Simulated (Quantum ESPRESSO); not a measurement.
# Al3MgSAs3: finding a planted mistake in a log

A calculation, not a measurement. The program is pw.x of Quantum ESPRESSO 7.5 (plane-wave density functional theory). The cell is made up: 8 atoms on a zincblende/diamond lattice, with randomly drawn elements, strain and displacements, not relaxed. PseudoDojo standard norm-conserving files (v0.5 for PBE, v0.4.1 for LDA and PBEsol) set the functional; there is no spin polarisation, spin-orbit coupling or dispersion term, and the masses in the input are unused placeholders.

Intended input:

```
&control calculation='scf', pseudo_dir='./dojo.nc.sr.pbe.v0_5.standard.upf', outdir='./o', disk_io='medium', tprnfor=.true., tstress=.true. /
&system ibrav=0, nat=8, ntyp=4, nbnd=41, ecutwfc=84.00895049, nosym=.true., tot_charge=0,
 occupations='smearing', smearing='fd', degauss=0.0018374661
/
&electrons conv_thr=7.350e-09, electron_maxstep=60, /
ATOMIC_SPECIES
Al 1.0 Al.upf
As 1.0 As.upf
Mg 1.0 Mg.upf
S 1.0 S.upf
CELL_PARAMETERS angstrom
5.7079 0.0022 -0.0038
0.0022 5.6268 -0.0616
-0.0038 -0.0616 5.7413
ATOMIC_POSITIONS angstrom
Al -0.0026 0.002 -0.063
Al 0.0477 2.8001 2.8601
Al 2.8311 -0.0516 2.8732
Mg 2.8537 2.8308 -0.054
S 1.4013 1.3857 1.445
As 1.3882 4.2097 4.2536
As 4.2764 1.3705 4.2834
As 4.3163 4.2416 1.3593
K_POINTS automatic
4 4 4 1 1 1
```

The log is shortened where brackets say so; the opening notice, blank lines, dates and the lines on written files are dropped, and the path of the files is cut. It prints rydbergs, bohrs and kilobars, and counts compression as positive stress. Where no state is partly filled, the Fermi energy that it prints is only some level between the filled and the empty states on the mesh, and need not lie in the true gap.

Log of the intended run:

```
     Program PWSCF v.7.5
     Parallel version (MPI & OpenMP), running on       1 processor cores
     Number of MPI processes:                 1
     Threads/MPI process:                     1
     [start-up lines left out]
     bravais-lattice index     =            0
     lattice parameter (alat)  =      10.7864  a.u.
     unit-cell volume          =    1244.2092 (a.u.)^3
     number of atoms/cell      =            8
     number of atomic types    =            4
     number of electrons       =        70.00
     number of Kohn-Sham states=           41
     kinetic-energy cutoff     =      84.0090  Ry
     charge density cutoff     =     336.0358  Ry
     scf convergence threshold =      7.3E-09
     mixing beta               =       0.7000
     number of iterations used =            8  plain     mixing
     Exchange-correlation= PBE
                           (   1   4   3   4   0   0   0)
     [axes and pseudopotential details left out]
   Cartesian axes
     site n.     atom                  positions (alat units)
         1        Al     tau(   1) = (  -0.0004555   0.0003504  -0.0110373  )
         2        Al     tau(   2) = (   0.0083568   0.4905656   0.5010773  )
         3        Al     tau(   3) = (   0.4959966  -0.0090401   0.5033724  )
         4        Mg     tau(   4) = (   0.4999561   0.4959441  -0.0094606  )
         5        S      tau(   5) = (   0.2455018   0.2427687   0.2531578  )
         6        As     tau(   6) = (   0.2432067   0.7375215   0.7452126  )
         7        As     tau(   7) = (   0.7492070   0.2401057   0.7504334  )
         8        As     tau(   8) = (   0.7561973   0.7431102   0.2381436  )
     number of k points=    32  Fermi-Dirac smearing, width (Ry)=  0.0018
                       cart. coord. in units 2pi/alat
        k(    1) = (   0.1250344   0.1281292   0.1257303), wk =   0.0625000
        k(    2) = (   0.1251988   0.1308505   0.3743053), wk =   0.0625000
     [further k points left out]
     Dense  grid:   129409 G-vectors     FFT dimensions: (  64,  64,  64)
     Estimated max dynamical RAM per process >     173.62 MB
     Initial potential from superposition of free atoms
     starting charge      69.9911, renormalised to      70.0000
     Starting wfcs are   48 randomized atomic wfcs
     total cpu time spent up to now is       14.7 secs
     per-process dynamical memory:    98.1 Mb
     Self-consistent Calculation
     iteration #  1     ecut=    84.01 Ry     beta= 0.70
     Davidson diagonalization with overlap
     ethr =  1.00E-02,  avg # of iterations =  4.3
     Threshold (ethr) on eigenvalues was too large:
     Diagonalizing with lowered threshold
     Davidson diagonalization with overlap
     ethr =  4.94E-04,  avg # of iterations =  2.0
     total cpu time spent up to now is       92.2 secs
     total energy              =    -791.36579818 Ry
     estimated scf accuracy    <       0.34323002 Ry
     iteration #  2     ecut=    84.01 Ry     beta= 0.70
     Davidson diagonalization with overlap
     ethr =  4.90E-04,  avg # of iterations =  4.6
     total cpu time spent up to now is      128.4 secs
     total energy              =    -791.43544175 Ry
     estimated scf accuracy    <       0.05261696 Ry
     [iterations 3 to 8 left out]
     iteration #  9     ecut=    84.01 Ry     beta= 0.70
     Davidson diagonalization with overlap
     ethr =  2.03E-10,  avg # of iterations =  3.7
     total cpu time spent up to now is      379.1 secs
     total energy              =    -791.44709213 Ry
     estimated scf accuracy    <       0.00000001 Ry
     iteration # 10     ecut=    84.01 Ry     beta= 0.70
     Davidson diagonalization with overlap
     ethr =  2.10E-11,  avg # of iterations =  2.2
     total cpu time spent up to now is      417.7 secs
     End of self-consistent calculation
     [lines on levels left out]
     the Fermi energy is     6.5526 ev
!    total energy              =    -791.44709213 Ry
     estimated scf accuracy    <          4.4E-09 Ry
     smearing contrib. (-TS)   =      -0.00000000 Ry
     internal energy E=F+TS    =    -791.44709213 Ry
     The total energy is F=E-TS. E is the sum of the following terms:
     one-electron contribution =    -538.76718654 Ry
     hartree contribution      =     291.27375098 Ry
     xc contribution           =    -171.27779673 Ry
     ewald contribution        =    -372.67585984 Ry
     convergence has been achieved in  10 iterations
     Forces acting on atoms (cartesian axes, Ry/au):
     atom    1 type  1   force =    -0.02043994    0.01212709    0.02021909
     atom    2 type  1   force =    -0.03331060   -0.00615482   -0.01316413
     atom    3 type  1   force =     0.01118765    0.00412279   -0.00354001
     atom    4 type  3   force =    -0.01470366   -0.00315835    0.01570416
     atom    5 type  4   force =    -0.00343283   -0.01089236    0.00595969
     atom    6 type  2   force =     0.02014446    0.00593982   -0.01608284
     atom    7 type  2   force =     0.02270475   -0.00790006   -0.02786758
     atom    8 type  2   force =     0.01785016    0.00591590    0.01877164
     Total force =     0.076473     Total SCF correction =     0.000183
     Computing stress (Cartesian axis) and pressure
          total   stress  (Ry/bohr**3)                   (kbar)     P=       14.51
   0.00008993  -0.00003465   0.00000243           13.23       -5.10        0.36
  -0.00003465   0.00013669   0.00014554           -5.10       20.11       21.41
   0.00000243   0.00014554   0.00006933            0.36       21.41       10.20
     init_run     :     13.75s CPU     14.51s WALL (       1 calls)
     electrons    :    385.94s CPU    403.04s WALL (       1 calls)
     forces       :      6.00s CPU      6.06s WALL (       1 calls)
     stress       :     25.48s CPU     25.63s WALL (       1 calls)
     [timing details left out]
     PWSCF        :   7m11.43s CPU   7m29.76s WALL
     JOB DONE.
```

A second run was made from an input with one planted mistake. Its log:

```
     Program PWSCF v.7.5
     Parallel version (MPI & OpenMP), running on       1 processor cores
     Number of MPI processes:                 1
     Threads/MPI process:                     1
     [start-up lines left out]
     bravais-lattice index     =            0
     lattice parameter (alat)  =      10.7864  a.u.
     unit-cell volume          =    1244.2092 (a.u.)^3
     number of atoms/cell      =            8
     number of atomic types    =            4
     number of electrons       =        70.00
     number of Kohn-Sham states=           59
     kinetic-energy cutoff     =      84.0090  Ry
     charge density cutoff     =     336.0358  Ry
     scf convergence threshold =      7.3E-09
     mixing beta               =       0.7000
     number of iterations used =            8  plain     mixing
     Exchange-correlation= PBE
                           (   1   4   3   4   0   0   0)
     [axes and pseudopotential details left out]
   Cartesian axes
     site n.     atom                  positions (alat units)
         1        Al     tau(   1) = (  -0.0004555   0.0003504  -0.0110373  )
         2        Al     tau(   2) = (   0.0083568   0.4905656   0.5010773  )
         3        Al     tau(   3) = (   0.4959966  -0.0090401   0.5033724  )
         4        Mg     tau(   4) = (   0.4999561   0.4959441  -0.0094606  )
         5        S      tau(   5) = (   0.2455018   0.2427687   0.2531578  )
         6        As     tau(   6) = (   0.2432067   0.7375215   0.7452126  )
         7        As     tau(   7) = (   0.7492070   0.2401057   0.7504334  )
         8        As     tau(   8) = (   0.7561973   0.7431102   0.2381436  )
     number of k points=    32  Fermi-Dirac smearing, width (Ry)=  0.0514
                       cart. coord. in units 2pi/alat
        k(    1) = (   0.1250344   0.1281292   0.1257303), wk =   0.0625000
        k(    2) = (   0.1251988   0.1308505   0.3743053), wk =   0.0625000
     [further k points left out]
     Dense  grid:   129409 G-vectors     FFT dimensions: (  64,  64,  64)
     Estimated max dynamical RAM per process >     196.20 MB
     Initial potential from superposition of free atoms
     starting charge      69.9911, renormalised to      70.0000
     Starting wfcs are   48 randomized atomic wfcs +   11 random wfcs
     total cpu time spent up to now is       17.1 secs
     per-process dynamical memory:   102.6 Mb
     Self-consistent Calculation
     iteration #  1     ecut=    84.01 Ry     beta= 0.70
     Davidson diagonalization with overlap
     ethr =  1.00E-02,  avg # of iterations =  8.8
     Threshold (ethr) on eigenvalues was too large:
     Diagonalizing with lowered threshold
     Davidson diagonalization with overlap
     ethr =  4.08E-04,  avg # of iterations =  2.8
     total cpu time spent up to now is      120.3 secs
     total energy              =    -791.45103127 Ry
     estimated scf accuracy    <       0.28431565 Ry
     iteration #  2     ecut=    84.01 Ry     beta= 0.70
     Davidson diagonalization with overlap
     ethr =  4.06E-04,  avg # of iterations =  2.7
     total cpu time spent up to now is      162.6 secs
     total energy              =    -791.49986999 Ry
     estimated scf accuracy    <       0.05374483 Ry
     [iterations 3 to 8 left out]
     iteration #  9     ecut=    84.01 Ry     beta= 0.70
     Davidson diagonalization with overlap
     ethr =  5.27E-11,  avg # of iterations =  3.8
     total cpu time spent up to now is      496.3 secs
     total energy              =    -791.51421122 Ry
     estimated scf accuracy    <       0.00000001 Ry
     iteration # 10     ecut=    84.01 Ry     beta= 0.70
     Davidson diagonalization with overlap
     ethr =  1.65E-11,  avg # of iterations =  2.0
     total cpu time spent up to now is      542.2 secs
     End of self-consistent calculation
     [lines on levels left out]
     the Fermi energy is     6.7577 ev
!    total energy              =    -791.51421123 Ry
     estimated scf accuracy    <          2.1E-09 Ry
     smearing contrib. (-TS)   =      -0.22581907 Ry
     internal energy E=F+TS    =    -791.28839215 Ry
     The total energy is F=E-TS. E is the sum of the following terms:
     one-electron contribution =    -537.93132863 Ry
     hartree contribution      =     290.54371894 Ry
     xc contribution           =    -171.22492263 Ry
     ewald contribution        =    -372.67585984 Ry
     convergence has been achieved in  10 iterations
     Forces acting on atoms (cartesian axes, Ry/au):
     atom    1 type  1   force =    -0.01002799    0.01804811    0.02397579
     atom    2 type  1   force =    -0.02234636   -0.01207597   -0.01784609
     atom    3 type  1   force =     0.00034448    0.00938590   -0.00857809
     atom    4 type  3   force =    -0.02317998   -0.00814010    0.01950345
     atom    5 type  4   force =    -0.00435911   -0.01106990    0.00565685
     atom    6 type  2   force =     0.01586209    0.00712584   -0.01591069
     atom    7 type  2   force =     0.02366743   -0.01135699   -0.02861522
     atom    8 type  2   force =     0.02003944    0.00808310    0.02181400
     Total force =     0.079312     Total SCF correction =     0.000171
     Computing stress (Cartesian axis) and pressure
          total   stress  (Ry/bohr**3)                   (kbar)     P=       26.17
   0.00017958  -0.00003308  -0.00000538           26.42       -4.87       -0.79
  -0.00003308   0.00020056   0.00013057           -4.87       29.50       19.21
  -0.00000538   0.00013057   0.00015365           -0.79       19.21       22.60
     init_run     :     14.62s CPU     17.01s WALL (       1 calls)
     electrons    :    508.41s CPU    525.11s WALL (       1 calls)
     forces       :      5.58s CPU      5.67s WALL (       1 calls)
     stress       :     21.48s CPU     21.60s WALL (       1 calls)
     [timing details left out]
     PWSCF        :   9m10.39s CPU   9m30.23s WALL
     JOB DONE.
```

Question: what was wrong in the second input?

Answer: the smearing is too wide. The input lines that differ, file-writing options aside:

```
- &system ibrav=0, nat=8, ntyp=4, nbnd=41, ecutwfc=84.00895049, nosym=.true., tot_charge=0,
+ &system ibrav=0, nat=8, ntyp=4, nbnd=59, ecutwfc=84.00895049, nosym=.true., tot_charge=0,
-  occupations='smearing', smearing='fd', degauss=0.0018374661
+  occupations='smearing', smearing='fd', degauss=0.0514490510
```

|  | intended run | run with the mistake |
| --- | --- | --- |
| free energy (eV) | -10768.186 | -10769.099 |
| smearing term -TS (eV) | 0.0000 | -3.0724 |
| pressure (GPa) | 1.45 | 2.62 |
| largest force component (eV/Å) | 0.857 | 0.736 |
| largest change of a force component (eV/Å) |  | 0.282 |
| iterations | 10 | 10 |

For scale, a rerun of the intended cell at 1437 eV and a 6 x 6 x 6 mesh moved values by no more than 0.006 eV in energy, 0.02 GPa in stress and 0.004 eV/Å in force. The number of bands, nbnd, was set by rule from the electron count and the smearing, so it follows the mistake.